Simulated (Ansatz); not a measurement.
WC:
Space group P-6m2 (No. 187); a = b = 2.898 Å, c = 2.827 Å, α = β = 90.00°, γ = 120.00°

```tsv
atom	site	symmetry	x	y	z
W	1a	-6m2	0.0000	0.0000	0.0000
C	1f	-6m2	0.6667	0.3333	0.5000
```

Relaxed at zero pressure with DFT-PBEsol in the program Ansatz with PAW potentials.

### Question
The volume is raised by 9 % and shape and atoms relax at that volume. What pressure results, and how do the axes share the change?

### Answer
-29.1 GPa; a 3.2 %, b 3.2 %, c 2.4 %; the energy rises by 91 meV/atom.

### Question
Give the new structure.

### Answer

Space group P-6m2 (No. 187); a = b = 2.990 Å, c = 2.895 Å, α = β = 90.00°, γ = 120.00°

| atom | site | symmetry | x | y | z |
|---|---|---|---|---|---|
| W | 1a | -6m2 | 0.0000 | 0.0000 | 0.0000 |
| C | 1f | -6m2 | 0.6667 | 0.3333 | 0.5000 |

The phase is kept; no other phase was compared at this pressure.

Symmetry was held in the PBEsol relaxation. No spin polarisation was allowed. Spin–orbit coupling is left out wherever it is not named.

Potentials: the later of the program's two PAW sets.
